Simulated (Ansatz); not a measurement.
The calculation used DFT PBE, scalar-relativistic, plane waves, PAW (Ansatz). Settings: cutoff 420 eV, Γ-centred meshes spaced at most about 0.3 Å⁻¹, and about 0.25 Å⁻¹ or finer for metals (2π included), Gaussian smearing. Collinear spin in cells that started with moments and kept them past the coarse steps, no spin elsewhere.

These are static total energies at zero pressure. All come from trial cells, and lower structures may exist.

Question: Which of these relaxed structures of Zn2CdO3 is the lowest in energy?
A.

```xyz
6
Lattice="3.7253 0.0000 0.0000 0.0000 3.7253 0.0000 0.0000 0.0000 7.0346" Properties=species:S:1:pos:R:3 pbc="T T T"
Zn    1.8626    1.8626    3.9269
Zn    0.0000    0.0000    5.2612
Cd    0.0000    0.0000    1.8136
O     1.8626    0.0000    4.7829
O     0.0000    1.8626    4.7829
O     1.8626    1.8626    1.9191
```

B.

```xyz
12
Lattice="6.1188 0.0000 0.0000 -3.0594 5.2990 0.0000 0.0000 0.0000 5.7629" Properties=species:S:1:pos:R:3 pbc="T T T"
Zn    0.0000    3.5327    1.4407
Zn    3.0594    1.7663    4.3222
Zn    0.0000    0.0000    2.8814
Zn    0.0000    0.0000    0.0000
Cd    3.0594    1.7663    1.4407
Cd    0.0000    3.5327    4.3222
O     3.0594    3.8252    1.4407
O     0.0000    1.4738    4.3222
O    -1.7831    4.5621    4.3222
O     1.2763    0.7369    1.4407
O     4.8424    0.7369    1.4407
O     1.7831    4.5621    4.3222
```

C.

```xyz
6
Lattice="-2.6513 2.6513 3.5688 2.6513 -2.6513 3.5688 2.6513 2.6513 -3.5688" Properties=species:S:1:pos:R:3 pbc="T T T"
Zn    2.6513    0.0000    0.0000
Zn    0.0000    2.6513    0.0000
Cd    0.0000    0.0000    3.5688
O     0.0000    0.0000    0.0000
O     2.6513    0.0000    1.7844
O     0.0000    2.6513    1.7844
```

D.

```xyz
6
Lattice="5.4805 0.0000 0.0000 -2.7403 4.7463 0.0000 0.0000 0.0000 2.7894" Properties=species:S:1:pos:R:3 pbc="T T T"
Zn    2.7403    1.5821    0.0000
Zn    0.0000    3.1642    0.0000
Cd    0.0000    0.0000    0.0000
O     2.7403    0.0000    1.3947
O    -1.3701    2.3731    1.3947
O     1.3701    2.3731    1.3947
```

Answer: A. It has space group P4mm (No. 99); the next, D, with space group P6/mmm (No. 191), lies 147 meV/atom higher. Largest moments: A no spin, D no spin, B 0.3 μB, C 1.0 μB. Counting O atoms around Cd and Zn (those within 1.25 times the shortest such distance or 1.15 times the sum of covalent radii, 1.27 where that leaves under three; the shortest distance is added where it exceeds 1.18 times the sum of covalent radii; a slash parts the counts of unlike sites), the lowest has Zn 4/5, Cd 4 from 2.6 Å and the next has Zn 6, Cd 12 from 3.1 Å.

Weakly bound directions are ill-defined at this level, which has no dispersion term (P4mm), and this can change margins and order among such cells. A magnetic state wasn't ruled out in cells without spin, among them P4mm. Another magnetic order may lie lower. Cells relaxed within their symmetry can be saddle points. Some candidate types were left out of the draw beforehand, so a known form may be missing.
